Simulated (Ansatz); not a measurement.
Au (fcc, Cu type)

```xyz
4
Lattice="4.1573 0.0000 0.0000 0.0000 4.1573 0.0000 0.0000 0.0000 4.1573" Properties=species:S:1:pos:R:3 pbc="T T T"
Au     0.0000     0.0000     0.0000
Au     2.0786     2.0786     0.0000
Au     2.0786     0.0000     2.0786
Au     0.0000     2.0786     2.0786
```

Scan: atom 3 (Au, nearest neighbour Au at 2.940 Å; its periodic images, 4.2 Å or more away, move with it) is displaced towards the nearest neighbour, direction (-0.707, -0.707, 0.000) in Cartesian axes, by s. The other atoms stay.

The numbers are results of PBE (plane waves to 420 eV, PAW, scalar-relativistic; Ansatz, a first-principles code), not measurements. k mesh 9×9×9 (Γ-centred), Fermi-Dirac smearing 0.05 eV. E stands for the smeared free energy. With partly filled bands, energies and forces of such displacements shift with the k mesh and the smearing. Au was relaxed with its symmetry unable to fall. Spin-orbit coupling is left out, though Au is heavy. The PAW data are Ansatz's earlier set. The zero of ΔE is the undisplaced structure. The last digit holds for this mesh only.

```json
[
 {"s (Å)": "-0.290", "ΔE (meV/cell)": "247.4"},
 {"s (Å)": "-0.232", "ΔE (meV/cell)": "153.0"},
 {"s (Å)": "-0.174", "ΔE (meV/cell)": "withheld"},
 {"s (Å)": "-0.116", "ΔE (meV/cell)": "36.5"},
 {"s (Å)": "-0.058", "ΔE (meV/cell)": "9.0"},
 {"s (Å)": "0.000", "ΔE (meV/cell)": "0.0"},
 {"s (Å)": "0.058", "ΔE (meV/cell)": "9.0"},
 {"s (Å)": "0.116", "ΔE (meV/cell)": "36.5"},
 {"s (Å)": "0.174", "ΔE (meV/cell)": "withheld"},
 {"s (Å)": "0.232", "ΔE (meV/cell)": "153.0"},
 {"s (Å)": "0.290", "ΔE (meV/cell)": "247.4"}
]
```

Fit an even polynomial form (powers 2, 4) to the given rows and predict ΔE at s = 0.174.

Least squares on the 9 given rows: ΔE = (2667)·s² + (3266)·s⁴, in meV/cell with s in Å; root-mean-square residual 0.01 meV/cell. At 0.174 the fit gives 83.7 meV/cell; the calculation gives 83.8 meV/cell, so the interpolation is off by -0.1 (-0.1 %). The quadratic term alone would give 80.7 meV/cell.

(For displaced atoms, the force is minus the slope of the energy, and its curvature is a force constant, which sets phonon frequencies.)
